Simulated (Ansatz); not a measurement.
Relaxed PtSe2 (CdI2 type):

```
PtSe2
1.0
    3.77238     0.00000     0.00000
   -1.88619     3.26698     0.00000
    0.00000     0.00000     4.81834
Pt Se
1 2
Direct
  0.00000   0.00000   0.00000
  0.66667   0.33333   0.26556
  0.33333   0.66667   0.73444
```

In each cell atom 1 (Pt, nearest neighbour Se at 2.526 Å; its periodic images, 3.8 Å or more away, move with it) moves by s·(0.747, 0.431, 0.507) (towards the nearest neighbour), the rest being held.

The numbers are results of PBE-D3(BJ) (plane waves to 420 eV, PAW, scalar-relativistic; Ansatz, a first-principles code), not measurements. k mesh 11×11×8 (Γ-centred), Fermi-Dirac smearing 0.05 eV. E stands for the smeared free energy. Left out: 4 of 11 points, with atoms too close for the PAW data. With partly filled bands, energies and forces of such displacements shift with the k mesh and the smearing. PtSe2 is run without spin polarisation. PtSe2 was relaxed with its symmetry unable to fall. Spin-orbit coupling is left out, though Pt is heavy. ΔE is measured from the undisplaced structure. The last digit holds for this mesh only.

```
s (Å)   ΔE (meV/cell)
------  -------------
-0.456         1814.1
-0.304          730.0
-0.152          171.6
0.000             0.0
0.152           171.6
0.304           730.0
0.456          1814.1
```

### Question
What force constant k = d²E/ds² at s = 0 does the table give?

### Answer
15 eV/Å². It is the second difference of the nearest points, corrected with the next pair.

### Question
With k = 14.53 eV/Å² from the forces, is the well harmonic out to s = 0.456 Å?

### Answer
½ks² = 1511 meV/cell against the computed 1814 meV/cell, so the well is stiffer than harmonic there.

(A displaced cell: forces are minus the slopes of the energy, force constants its curvatures, and phonons follow from these.)
